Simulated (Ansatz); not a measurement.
## InRh: moving In off its site

InRh, Pm-3m, a = 3.196 Å (as given, not relaxed at this level: -1.1 GPa). The structure is a COD entry; whether it is the stable form wasn't checked. Ansatz: PBEsol, PAW, 420 eV, Γ-centred 16×16×16 mesh on 2 atoms, Gaussian smearing 0.15 eV; no spin polarisation.

```xyz
2
Lattice="3.1960 0.0000 0.0000 0.0000 3.1960 0.0000 0.0000 0.0000 3.1960" Properties=species:S:1:pos:R:3 pbc="T T T"
In    1.5980    1.5980    1.5980
Rh    0.0000    0.0000    0.0000
```

Atom 1 (In) moves by x along the unit vector (0.000, 1.000, 0.000), with its periodic images; all else is held. y is the free energy of the cell over the start, F the force along the path summed over the moved atoms. Symmetry makes y even in x.

| x (Å) | y (meV) | F (eV/Å) |
| --- | --- | --- |
| -0.1000 | ? | ? |
| -0.0500 | 7.66 | 0.31 |
| 0.0000 | 0.00 | 0.00 |
| 0.0125 | 0.48 | -0.08 |
| 0.0250 | 1.92 | -0.15 |
| 0.0375 | 4.31 | -0.23 |
| 0.0625 | 11.98 | -0.38 |
| 0.0750 | 17.24 | -0.46 |
| 0.0875 | 23.47 | -0.54 |

Q: Fit y = c2 x² + c4 x⁴ to the energies of the other rows, give the force constant, and predict energy and force of the missing row.

A: Least squares on the rows shown. y = 3065.7 x² − 40.724 x⁴. The force constant is 2 c2 = 6.13 eV/Å² (for all images moving together, not for a lone atom). With two atoms in a cubic cell this is the optical mode at Γ (in a metal it hangs on mesh and smearing): ω = 521.5 √(2 c2/μ) = 175 cm⁻¹ for μ = 54.27 u. The force −dy/dx at the missing row is 0.61 eV/Å (computed 0.61). At x = -0.1000 the fit asked for gives 30.65 meV. The run gave 30.65 meV, the same to the digits shown.